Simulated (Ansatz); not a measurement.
A single-point run of Ansatz (plane waves, PAW) on an ordered 6-atom cell of Sr₂MgO₃ on the rocksalt lattice (I4/mmm), with the lines that name the functional removed. The cell was relaxed beforehand with r2SCAN.

```xyz
6
Lattice="-1.7637 1.7637 7.2310 1.7637 -1.7637 7.2310 1.7637 1.7637 -7.2310" Properties=species:S:1:pos:R:3 pbc="T T T"
Mg    0.0000    0.0000    0.0000
O     0.0000    0.0000   12.3382
Sr    0.0000    0.0000    4.9234
O     0.0000    0.0000    2.1239
Sr    0.0000    0.0000    9.5386
O     0.0000    0.0000    7.2310
```

```
scf.n_extra_bands = 10 over 48 filled bands (N_el = 48.0): the run solves 58 bands
Pseudopotential: Mg, paw_fr, valence charge 10, recommended cutoff 420 eV
Pseudopotential: O, paw_fr, valence charge 6, recommended cutoff 420 eV
Pseudopotential: Sr, paw_fr, valence charge 10, recommended cutoff 420 eV
Crystal: 6 atoms, lattice volume = 89.972 Å³
Basis set: ecut = 420 eV, 1753 PW (Γ), FFT grids on a1−a2, a2, a1+a3
Symmetry: 16 space group operations + 16 with time reversal
Magnetic group: BNS 139.532 (UNI 1192)
k-points: 102 of 1000
preconditioner: auto → Resta (q_TF=auto, 2.457 Å⁻¹)  ε∞=3.7  [insulator: Δε(μ)=0.798 eV  ℏωp=23.5 eV]
SCF 1 converged in 9 iterations: F = -10723.457324 eV  dr2 = 6.41e-8
SCF converged after 9 iterations
Free energy (F): -10723.457324 eV
Fermi energy:    7.608777 eV
--- Forces (eV/Å), atoms counted from 1 ---
  atom   1  Mg      0.00000      0.00000      0.00000
  atom   2  O       0.00000      0.00000    -0.06582
  atom   3  Sr      0.00000      0.00000      0.04085
  atom   4  O       0.00000      0.00000      0.06582
  atom   5  Sr      0.00000      0.00000    -0.04085
  atom   6  O       0.00000      0.00000      0.00000
--- Stress (GPa, compression-positive) ---
        2.215170       0.000000       0.000000
        0.000000       2.215170       0.000000
        0.000000       0.000000       2.353800
  P = ⅓ Tr σ = 2.2614 GPa (22.614 kbar)
--- Band table (eV; the first three rows and the last of 102) ---
  k-point 0: bands = […, 7.4502, 7.4502, 7.5362, 7.5362, 7.5944, 7.5944, 7.6088, 7.6088, 10.7497, 10.7497, 11.4312, 11.4312, 12.5130, 12.5130, …]
  k-point 1: bands = […, 7.1187, 7.1187, 7.3257, 7.3257, 7.5164, 7.5164, 7.5748, 7.5748, 11.3220, 11.3220, 11.9156, 11.9156, 13.0305, 13.0305, …]
  k-point 2: bands = […, 7.0947, 7.0947, 7.1993, 7.1993, 7.4338, 7.4338, 7.4952, 7.4952, 12.3958, 12.3958, 12.6475, 12.6475, 14.0223, 14.0223, …]
  k-point 101: bands = […, 7.3286, 7.3286, 7.3882, 7.3882, 7.5286, 7.5286, 7.5814, 7.5814, 11.2948, 11.2948, 11.7277, 11.7277, 12.7522, 12.7522, …]
```

Levels at the listed points, from bands.tsv (eV from the Fermi energy, bands near the gap, counted from 0):
```tsv
# k_distance	band_38	band_39	band_40	band_41	band_42	band_43	band_44	band_45	band_46	band_47	band_48	band_49	band_50	band_51	band_52	band_53	band_54	band_55
# fermi_ev = 7.608777
# [0, 0, 0] at k_distance = 0.000000
# [0, 0, 0.5] at k_distance = 1.259536
# [0.25, 0.25, 0.25] at k_distance = 1.476766
# [0, 0.5, 0] at k_distance = 2.367393
# [0.5, 0.5, -0.5] at k_distance = 3.284129
# [0.2648725701, 0.7351274299, -0.2648725701] at k_distance = 4.121772
# [-0.2648725701, 0.2648725701, 0.2648725701] at k_distance = 4.568967
# [-0.0297451402, 0.0297451402, 0.5] at k_distance = 5.406610
# [0.5, 0.5, -0.0297451402] at k_distance = 5.853806
# [-0.020833, 0.020833, -0.020833] at k_distance = 7.166014
# levels_relative_to = fermi_ev
0.000	-0.230	-0.230	-0.159	-0.159	-0.073	-0.073	-0.014	-0.014	0.000	0.000	3.141	3.141	3.822	3.822	4.904	4.904	6.688	6.688
1.260	-0.446	-0.446	-0.344	-0.344	-0.293	-0.293	-0.164	-0.164	-0.095	-0.095	3.894	3.895	4.527	4.527	6.828	6.828	7.356	7.356
1.477	-0.437	-0.437	-0.349	-0.349	-0.332	-0.332	-0.161	-0.161	-0.111	-0.111	4.181	4.181	4.181	4.181	6.899	6.899	7.816	7.816
2.367	-1.344	-1.344	-1.334	-1.334	-0.878	-0.878	-0.471	-0.471	-0.260	-0.260	5.959	5.959	6.083	6.083	6.394	6.394	7.759	7.759
3.284	-0.721	-0.721	-0.280	-0.280	-0.221	-0.221	-0.080	-0.080	-0.027	-0.027	3.686	3.686	4.119	4.119	5.143	5.143	5.211	5.211
4.122	-1.331	-1.331	-1.329	-1.329	-0.628	-0.628	-0.474	-0.474	-0.454	-0.454	5.951	5.951	6.081	6.081	6.409	6.409	7.726	7.726
4.569	-1.331	-1.331	-1.329	-1.329	-0.628	-0.628	-0.474	-0.474	-0.454	-0.454	5.951	5.951	6.081	6.081	6.409	6.409	7.726	7.726
5.407	-0.463	-0.463	-0.379	-0.379	-0.292	-0.292	-0.172	-0.172	-0.130	-0.130	3.936	3.936	4.539	4.539	6.857	6.857	7.369	7.369
5.854	-0.463	-0.463	-0.379	-0.379	-0.292	-0.292	-0.172	-0.172	-0.130	-0.130	3.936	3.936	4.539	4.539	6.857	6.857	7.369	7.369
7.166	-0.263	-0.263	-0.190	-0.190	-0.104	-0.104	-0.047	-0.047	-0.005	-0.005	3.201	3.201	3.868	3.868	4.951	4.951	6.700	6.700
```
In order the rows are Γ, X, P, N, M, S, S₀, R, G, S₀–Γ (0.92).

Task: Which level of theory was used?
A. r2SCAN+SOC
B. PBE
C. HSE06+SOC
D. PBE+SOC

Result: D. PBE+SOC. There is no exchange loop, so no exact exchange. The compression on the r2SCAN cell fits PBE, which tends to larger cells. Each band holds one electron and the count is doubled, so the run is non-collinear with spin-orbit coupling. The PBE+SOC gap is direct at Γ: 3.14 eV. The log narrows the family; the member has to be judged from the numbers.

Wall time 19 s on 1 × NVIDIA H100 80GB HBM3 with 2 threads of AMD EPYC 7R13 Processor (Zen 3), on a shared host, load about 1.4 per core; peak host memory 1.5 GiB.

No magnetic order and no zero-point or thermal motion; the cell was built from a prototype and may be hypothetical.
